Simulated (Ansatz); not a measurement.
**AlNi: energy along a strain**

AlNi, Pm-3m, a = 2.862 Å. The structure is a COD entry; whether it is the stable form wasn't checked. Ansatz: PBEsol, PAW, 420 eV, Γ-centred 20×20×20 mesh on 2 atoms, Gaussian smearing 0.15 eV; no spin polarisation. Cell vectors (Å): 2.862 0.000 0.000; 0.000 2.862 0.000; 0.000 0.000 2.862. The cell is strained by x per cent times the pattern (1 1 0 0 0 0) in the order xx yy zz yz xz xy (engineering shears), with fractional coordinates held. y is the free energy over the start, V0 = 11.723 Å³/atom. Points with a strain past 8.5 % were computed too (5) and aren't used here.

```
x (%) y (meV/atom)
-7.50             ?
-3.75         42.30
 0.00          0.00
 3.75         34.66
 7.50        126.46
```

Q: Fit y = c2 x² + c3 x³ to the other rows, get the stiffness along the pattern, and predict the missing energy.

A: Least squares on the rows shown. y = 2.7471 x² − 0.066703 x³. The clamped-ion stiffness p·C·p = 2 × 27.47 eV × 160.2 / 11.723 Å³ = 751 GPa. At x = -7.50 the fit asked for gives 182.66 meV/atom. The run gave 186.96 meV/atom, so the fit is 4.30 meV/atom too low, 2.3 % of the span of the series, against an rms of 0.28 meV/atom on the fitted rows. The row lies outside the fitted range. With a term in x⁴ added, a fit to the same known rows (none to spare) predicts 187.58 meV/atom, so most of the miss is curvature that the known rows already hold.